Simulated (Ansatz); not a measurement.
# Ga2O3 (corundum), frozen-phonon scan

Starting cell, Ga2O3 (corundum):

```yaml
crystal:
  lattice:
    - [2.52884, 1.46003, 4.54105]
    - [-2.52884, 1.46003, 4.54105]
    - [0.00000, -2.92005, 4.54105]
  atoms:
    - { symbol: Ga, position: [0.35584, 0.35584, 0.35584] }
    - { symbol: Ga, position: [0.14416, 0.14416, 0.14416] }
    - { symbol: Ga, position: [0.64416, 0.64416, 0.64416] }
    - { symbol: Ga, position: [0.85584, 0.85584, 0.85584] }
    - { symbol: O, position: [0.55313, 0.94687, 0.25000] }
    - { symbol: O, position: [0.25000, 0.55313, 0.94687] }
    - { symbol: O, position: [0.94687, 0.25000, 0.55313] }
    - { symbol: O, position: [0.44687, 0.05313, 0.75000] }
    - { symbol: O, position: [0.75000, 0.44687, 0.05313] }
    - { symbol: O, position: [0.05313, 0.75000, 0.44687] }
```

A phonon eigenvector at Γ is frozen into this cell: atom i moves by Q times the vector below, so Q is the largest atomic displacement, in Å. The cell is held.

```json
[
 {"atom": "Ga1", "x": "0.000", "y": "0.000", "z": "1.000"},
 {"atom": "Ga2", "x": "0.000", "y": "0.000", "z": "-1.000"},
 {"atom": "Ga3", "x": "0.000", "y": "0.000", "z": "-1.000"},
 {"atom": "Ga4", "x": "0.000", "y": "0.000", "z": "1.000"},
 {"atom": "O5", "x": "-0.161", "y": "0.000", "z": "0.000"},
 {"atom": "O6", "x": "0.081", "y": "-0.140", "z": "0.000"},
 {"atom": "O7", "x": "0.081", "y": "0.140", "z": "0.000"},
 {"atom": "O8", "x": "0.161", "y": "0.000", "z": "0.000"},
 {"atom": "O9", "x": "-0.081", "y": "0.140", "z": "0.000"},
 {"atom": "O10", "x": "-0.081", "y": "-0.140", "z": "0.000"}
]
```

Method: PBE (plane waves to 420 eV, PAW, scalar-relativistic; Ansatz, a first-principles code). k mesh 8×8×8 (Γ-centred), Fermi-Dirac smearing 0.05 eV. E stands for the smeared free energy. Compression counts positive. Ga2O3 was relaxed with its symmetry unable to fall. The zero of ΔE is the undisplaced structure.

```csv
Q (Å),ΔE (meV/cell),−dE/dQ from forces (eV/Å),P (GPa)
-0.280,2161,18.239,7.7
-0.233,1416,13.827,5.1
-0.187,859,10.156,3.1
-0.140,460,7.044,1.7
-0.093,195,4.368,0.7
-0.047,47,2.040,0.2
0.000,0,-0.001,0.0
0.047,43,-1.797,0.2
0.093,164,-3.380,0.6
0.140,355,-4.774,1.3
0.187,607,-5.996,2.2
0.233,913,-7.063,3.3
0.280,1264,-7.991,4.4
```

Summary:

| Property | Result |
|---|---|
| Energy at Q = 0.280 Å | 1264 meV/cell |
| Space group of the distorted cell | R-3c (No. 167), as undistorted: a fully symmetric mode |
| Symmetry of the curve | not even: the negative side lies higher at ±0.280 Å |
| Shape of the curve | a single well with its minimum at or next to zero displacement |
| Harmonic wavenumber from the curvature (finite differences) | 199 cm⁻¹ |
| Wavenumber by perturbation theory (DFPT, on another k mesh) | 199 cm⁻¹ |

(A displaced cell: forces are minus the slopes of the energy, force constants its curvatures, and phonons follow from these.)
